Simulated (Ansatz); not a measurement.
# Calculated quadrupolar parameters for Bi4Te3 at a changed volume

The cell is an entry of the Crystallography Open Database (COD), relaxed with PBE at fixed cell and then changed (volume scaled by 0.98, ions relaxed).

Space group R-3m:H (No. 166); a = 4.4211, c = 41.6069 Å, γ = 120.00°.

| site | Wyckoff | site symmetry | x | y | z |
| --- | --- | --- | --- | --- | --- |
| Bi1 | 6c | 3m | 0.0000 | 0.0000 | 0.7144 |
| Bi3 | 6c | 3m | 0.0000 | 0.0000 | 0.1465 |
| Te5 | 3a | -3m | 0.0000 | 0.0000 | 0.0000 |
| Te6 | 6c | 3m | 0.0000 | 0.0000 | 0.4225 |

One atom of each set is listed; the run and its k-mesh use a cell of 7 atoms with edges of 14.10, 14.10, 14.10 Å.

The numbers come from a DFT calculation in Ansatz (PBE, plane waves and PAW, scalar-relativistic, 420 eV cutoff, Γ-centred 12×12×12 k-points, Fermi–Dirac smearing 0.05 eV).

C_Q = eQV_zz/h, which is 24.18 MHz for Q = 1 b and V_zz = 10²¹ V/m²; η = (V_xx − V_yy)/V_zz.

²⁰⁹Bi: I = 9/2, Q = -516.0 mb. Nuclear quadrupole moments: year-2017 set (Pyykkö).

(1) What field gradients does the calculation give at each kind of site?

## Answers

(1) 

```csv
site,atoms,first shell,"V_xx, V_yy, V_zz (10²¹ V/m²)",η,C_Q (MHz)
Bi1,2,6 Te at 3.08–3.24 Å,"-0.87, -0.87, 1.74",0.00,-21.7
Bi3,2,"3 Bi at 3.06 Å, 3 Te at 3.49 Å","-3.07, -3.07, 6.15",0.00,-76.7
Te5,1,6 Bi at 3.24 Å,"-3.67, -3.67, 7.34",0.00,–
Te6,2,6 Bi at 3.08–3.49 Å,"-0.13, -0.13, 0.26",0.00,–
```

An axis of threefold or higher order runs through Bi1, Bi3, Te5 and Te6, so V_zz lies along it and η is zero.

Te has no stable isotope with a ground-state quadrupole moment in the table, so no C_Q is given.

Spin–orbit coupling is left out, which shifts gradients on Bi by a few per cent in wide-gap crystals, and can shift them far more where the calculated gap is small or absent, as here. With a gap of 0.15 eV under a smearing of 0.05 eV the band edges are partly filled, so small gradients can hang on the smearing and the k-mesh.

The relaxation (3 steps) took 6.4 min of wall time (6.4 min of CPU time) and 2.3 GiB at its peak, on 1 thread of Intel Xeon Platinum 8259CL CPU @ 2.50GHz (Skylake/Cascade Lake) (x86_64; 16 cores open to the job, memory cap 3.0 GiB, no GPU), a shared host with a load of 0.5 a core.
